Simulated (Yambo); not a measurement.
Yambo run on BN (space group P6_3/mmc, No. 194). The wavefunctions are norm-conserving PBEsol (Quantum ESPRESSO, 84 Ry, scalar-relativistic) ones on a 6×6×2 mesh (8 occupied bands); a = b = 2.5124 Å, c = 7.7073 Å, α = β = 90.00°, γ = 120.00°.

Yambo input:

```
rim_cut
gw0
dyson
el_el_corr
HF_and_locXC
cohsex
em1s
RandQpts= 1000000
RandGvec= 1 Ry
EXXRLvcs= 84 Ry
VXCRLvcs= 336 Ry
Chimod= "HARTREE"
% BndsRnXs
 1 | 94 |
%
NGsBlkXs= 10 Ry
% LongDrXs
 1.0 | 1.0 | 1.0 |
%
ExtendOut
% QPkrange
 7 | 7 | 9 | 9 |
 14 | 14 | 8 | 9 |
%
```

k points by index: 7 = M, 14 = H.

Resulting energies as the program prints them:

```
#    K-point    Band    Eo [eV]    E [eV]    E-Eo [eV]    Vxc [eV]    Vnlxc [eV]    Sc|Eo [eV]    Re(Z)    Im(Z)
#
    7    9    4.421397    3.855478    -0.565919    -10.40068    -5.464960    -5.501635    1.000000    0.000000
    14    8    0.000000    -3.346428    -3.346428    -16.44001    -19.82788    0.041436    1.000000    0.000000
    14    9    4.612078    4.110742    -0.501336    -10.91304    -5.612219    -5.802155    1.000000    0.000000
```
(The two width columns are left out.) Convergence of these settings isn't established.

Geometry of the Materials Project entry, not relaxed at this level.

The distance between layers or molecules is the database entry's, not relaxed here. Functionals without dispersion can leave it too large, which widens gaps and weakens the response across layers: the numbers belong to this cell.
